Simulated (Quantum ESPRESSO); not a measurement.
# Band energies of BaHI

```xyz
6
Lattice="4.7758 0.0000 0.0000 0.0000 4.7758 0.0000 0.0000 0.0000 7.8002" Properties=species:S:1:pos:R:3 pbc="T T T"
H      2.3879     2.3879     0.0000
H      0.0000     0.0000     0.0000
I      0.0000     2.3879     5.1448
I      2.3879     0.0000     2.6554
Ba     2.3879     0.0000     6.4500
Ba     0.0000     2.3879     1.3502
```

norm-conserving PBEsol (Quantum ESPRESSO, 72 Ry, no spin-orbit coupling); path ΓXMΓZRAZ,XR,MA; energies in eV from the valence-band maximum.

```
k (1/Å)  point  band 14  band 15  band 16  band 17  band 18  band 19  band 20  band 21
-------  -----  -------  -------  -------  -------  -------  -------  -------  -------
0.00         Γ    -1.53    -1.33    -1.07    -1.07    -0.97     3.07     3.41     3.79
0.44              -1.77    -1.49    -1.46    -0.77    -0.25     3.23     3.36     3.60
0.66         X    -1.88    -1.67    -1.67    -0.44    -0.44     3.61     3.61     3.66
1.10              -1.77    -1.63    -1.63    -0.96    -0.96     3.38     3.38     5.10
1.32         M    -1.84    -1.52    -1.52    -0.98    -0.98     3.17     3.17     5.68
1.50              -1.82    -1.60    -1.49    -1.00    -0.99     3.24     3.40     5.33
2.06              -1.69    -1.31    -1.24    -1.14    -0.52     3.30     3.33     3.48
2.25         Γ    -1.53    -1.33    -1.07    -1.07    -0.97     3.07     3.41     3.79
2.45              -1.83    -1.33    -1.04    -1.04    -0.35     2.83     3.66     3.82
2.65         Z    -1.86    -1.32    -1.01    -1.01     0.00     2.66     3.67     3.87
2.98              -1.78    -1.52    -1.27    -0.92    -0.35     3.51     3.54     3.69
3.31         R    -1.69    -1.55    -1.55    -0.75    -0.75     4.00     4.00     4.24
3.80              -2.05    -1.54    -1.54    -0.87    -0.87     4.30     4.30     5.27
3.96         A    -2.13    -1.50    -1.50    -0.90    -0.90     4.46     4.46     5.68
4.12              -1.99    -1.55    -1.50    -0.89    -0.85     4.24     4.43     5.14
4.58              -1.59    -1.47    -1.45    -0.87    -0.30     3.46     3.72     3.84
4.89         Z    -1.86    -1.32    -1.01    -1.01     0.00     2.66     3.67     3.87
4.89         X    -1.88    -1.67    -1.67    -0.44    -0.44     3.61     3.61     3.66
5.30         R    -1.69    -1.55    -1.55    -0.75    -0.75     4.00     4.00     4.24
5.30         M    -1.84    -1.52    -1.52    -0.98    -0.98     3.17     3.17     5.68
5.70         A    -2.13    -1.50    -1.50    -0.90    -0.90     4.46     4.46     5.68
```

The PBEsol gap is direct, 2.66 eV at Z.

Without spin-orbit coupling, band edges of such heavy elements can be off by tenths of an eV.

Geometry of the Materials Project entry, not relaxed at this level.
